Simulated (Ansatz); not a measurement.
Si:
```yaml
crystal:
  lattice:
    - [0.00000, 2.71680, 2.71680]
    - [2.71680, 0.00000, 2.71680]
    - [2.71680, 2.71680, 0.00000]
  atoms:
    - { symbol: Si, position: [0.75000, 0.75000, 0.75000] }
    - { symbol: Si, position: [0.50000, 0.50000, 0.50000] }
```

Relaxed with PBEsol.

Problem. List the phonon frequencies at the special points (DFPT on a 4×4×4 q-mesh, Fourier-interpolated; plane-wave PAW PBEsol (Ansatz code)).

Solution. In cm⁻¹.

```tsv
q	frequencies
Γ	0 0 0 509 509 509
X	134 134 405 405 457 457
U	147 198 357 368 456 474
K	147 198 357 368 456 474
L	104 104 369 408 485 485
W	195 195 349 349 462 462
```

Space group Fd-3m (diamond). Symmetry was held in the PBEsol relaxation.

Potentials: the earlier of the program's two PAW sets. The files were generated under PBE; for other functionals the program regenerates the frozen cores, and for LDA and PBEsol the local potential too.
